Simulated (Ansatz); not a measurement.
TiTe₂ (CdI2 type)

```yaml
crystal:
  lattice:
    - [3.69732, 0.00000, 0.00000]
    - [-1.84866, 3.20197, 0.00000]
    - [0.00000, 0.00000, 6.38398]
  atoms:
    - { symbol: Ti, position: [0.00000, 0.00000, 0.00000] }
    - { symbol: Te, position: [0.33333, 0.66667, 0.27110] }
    - { symbol: Te, position: [0.66667, 0.33333, 0.72890] }
```

The slice is a (-1 1 0 2) plane (indices of the conventional cell) through the point (0.000, 0.000, 0.000) (fractional), spanned by u = [110] and v = [1 -1 1] in vectors of this cell: u (3.70 Å) and v (9.04 Å, at 90° to u). It covers one period; positions are fractions (u, v).

These are PBE-D3(BJ) (plane waves to 420 eV, PAW, scalar-relativistic; Ansatz, a first-principles code) values and carry that method's errors. k mesh 15×15×8. These are valence fields of a PAW run, semicore shells included where kept as valence: close to a nucleus they are smooth pseudo fields. Spin-orbit coupling is left out, though Te is heavy. TiTe2 is run without spin polarisation. TiTe2 was relaxed with its symmetry unable to fall.

Question: Sketch the electrostatic potential energy of an electron, from the cell's mean on this plane as a map.

Answer: 
```
|xxxxxx0066776600xxxx|
|xxxx00447788774400xx|
|00003366889988663300|
|00114477999999774411|
|xxxx00558899885500xx|
|xxxxxx1177887711xxxx|
|xxxxxx0066886600xxxx|
|xxxxxx0066886600xxxx|
|xxxx00337799773300xx|
|00003377999999773300|
|55667799999999997766|
|88888899999999998888|
|55667799999999997766|
|00003377999999773300|
|xxxx00337799773300xx|
|xxxxxx0066886600xxxx|
|xxxxxx0066886600xxxx|
|xxxxxx1177887711xxxx|
|xxxx00558899885500xx|
|00114477999999774411|
|00003366889988663300|
|xxxx00447788774400xx|
|xxxxxx0066776600xxxx|
|xxxxxx0055775500xxxx|
```
Scale: ten equal steps from -2.00 (start of '0') to 6.52 (end of '9'), in the order '0123456789'. Values: electrostatic potential energy of an electron, from the cell's mean, in eV. The map has 10 points along u (two characters each, u = 0 at the left) and 24 along v (v = 0 in the bottom row). Points within 1 Å of a nucleus are blanked (x), as the pseudised field means little there. Values under -2 eV are set to -2. The zero, the cell's mean, hangs on the PAW cores.
